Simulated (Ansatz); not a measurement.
One crystal and one scan (energy against volume) at two levels, r2SCAN (plane waves to 500 eV, PAW, scalar-relativistic; Ansatz, a quantum-chemistry and plane-wave program) and PBE (plane waves to 420 eV, PAW, scalar-relativistic; Ansatz), each from its own relaxed cell and on its own mesh. The cell shown is that of r2SCAN.

VBiO₄ (scheelite type, space group I4_1/a)

```yaml
crystal:
  lattice:
    - [-2.56072, 2.56072, 5.81064]
    - [2.56072, -2.56072, 5.81064]
    - [2.56072, 2.56072, -5.81064]
  atoms:
    - { symbol: Bi, position: [0.75000, 0.25000, 0.50000] }
    - { symbol: Bi, position: [0.00000, 0.00000, 0.00000] }
    - { symbol: V, position: [0.25000, 0.75000, 0.50000] }
    - { symbol: V, position: [0.50000, 0.50000, 0.00000] }
    - { symbol: O, position: [0.07979, 0.96784, 0.39016] }
    - { symbol: O, position: [0.57768, 0.68963, 0.60984] }
    - { symbol: O, position: [0.71784, 0.82768, 0.38805] }
    - { symbol: O, position: [0.43963, 0.32979, 0.61195] }
    - { symbol: O, position: [0.67021, 0.28216, 0.10984] }
    - { symbol: O, position: [0.17232, 0.56037, 0.89016] }
    - { symbol: O, position: [0.03216, 0.42232, 0.11195] }
    - { symbol: O, position: [0.31037, 0.92021, 0.88805] }
```

Equation-of-state scan: isotropic scaling of the cell above, V₀ being its volume. The atoms relax within the cell's symmetry.

The energy includes the smearing's −TS. Spin-orbit coupling is left out, though Bi is heavy. This is one of several known forms of VBiO4; the measured ambient cells at hand have space group No. 15 or 60. VBiO4 is run without spin polarisation. VBiO4 was relaxed with its symmetry unable to fall. Some relaxations began with atoms very close together and may have settled on another branch. With the shape held, the modulus is that of even scaling; a crystal free to change shape is softer. Percentages come from the unrounded values.

Results of r2SCAN:

| Item | Value |
|---|---|
| Lattice constant a (Å) | 5.121 |
| Lattice constant c (Å) | 11.62 |
| Relaxed volume (Å³/atom) | 12.70 |
| Bulk modulus at fixed cell shape B₀ (third-order Birch-Murnaghan fit) (GPa) | 141.0 |

Q: What does PBE give for the same quantities?

A: 
```
quantity                                                                       PBE     r2SCAN − PBE
---------------------------------------------------------------------------  -----  ---------------
Lattice constant a (Å)                                                       5.166  -0.045 (-0.9 %)
Lattice constant c (Å)                                                       11.78   -0.16 (-1.3 %)
Relaxed volume (Å³/atom)                                                     13.10   -0.40 (-3.0 %)
Bulk modulus at fixed cell shape B₀ (third-order Birch-Murnaghan fit) (GPa)  123.5    +17.5 (+14 %)
```

r2SCAN gives the higher value for: bulk modulus at fixed cell shape B₀. r2SCAN gives the lower value for: lattice constant a; lattice constant c; relaxed volume. Neither level is exact: the differences show how much the result hangs on the functional.

(Under strain, the slope of the energy per volume gives the stress and its curvature an elastic modulus.)
